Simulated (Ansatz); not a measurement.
TiSi:
```cif
data_Si2Ti2
_chemical_formula_sum 'Ti2 Si2'
_space_group_name_H-M_alt 'Cmmm'
_space_group_IT_number 65
_space_group_name_Hall '-C 2 2'
_cell_length_a 3.63081
_cell_length_b 4.15794
_cell_length_c 3.81185
_cell_angle_alpha 90.000
_cell_angle_beta 90.000
_cell_angle_gamma 90.000
loop_
_space_group_symop_operation_xyz
  'x, y, z'
  '-x, -y, -z'
  '-x, -y, z'
  'x, y, -z'
  'x, -y, -z'
  '-x, y, z'
  '-x, y, -z'
  'x, -y, z'
  'x+1/2, y+1/2, z'
  '-x+1/2, -y+1/2, -z'
  '-x+1/2, -y+1/2, z'
  'x+1/2, y+1/2, -z'
  'x+1/2, -y+1/2, -z'
  '-x+1/2, y+1/2, z'
  '-x+1/2, y+1/2, -z'
  'x+1/2, -y+1/2, z'
loop_
_atom_site_label
_atom_site_type_symbol
_atom_site_symmetry_multiplicity
_atom_site_Wyckoff_symbol
_atom_site_fract_x
_atom_site_fract_y
_atom_site_fract_z
_atom_site_occupancy
Ti1 Ti 2 b 0.00000 0.50000 0.00000 1
Si1 Si 2 d 0.50000 0.50000 0.50000 1
```
(The calculation used a cell of 2 atoms; values per cell refer to that cell.)

Relaxed at zero pressure with DFT-r²SCAN in the program Ansatz with PAW potentials.

Question: The volume is raised by 9 % and shape and atoms relax at that volume. What pressure results, and how do the axes share the change?

Answer: -9.2 GPa; a 1.9 %, b 6.1 %, c 0.8 %; the energy rises by 40 meV/atom.

Question: Give the new structure.

Answer: 
Space group Cmmm (No. 65); a = 3.7006 Å, b = 4.4113 Å, c = 3.8424 Å, α = β = γ = 90.00°

| atom | site | symmetry | x | y | z |
|---|---|---|---|---|---|
| Ti | 2b | mmm | 0.0000 | 0.5000 | 0.0000 |
| Si | 2d | mmm | 0.5000 | 0.5000 | 0.5000 |

The phase is kept; no other phase was compared at this pressure.

The first step of the workflow began from a Materials Project structure, measured or hypothetical; the Crystallography Open Database copy checked does not list it. COD files the formula under space group No. 25, so this cell is another polymorph or a model. Whether it is the stable phase at ambient conditions was not checked. The cell was relaxed with r²SCAN under the symmetry of its start; of distortions, only those at the zone centre were tested. No spin polarisation was allowed.

Potentials: the earlier of the program's two PAW sets.
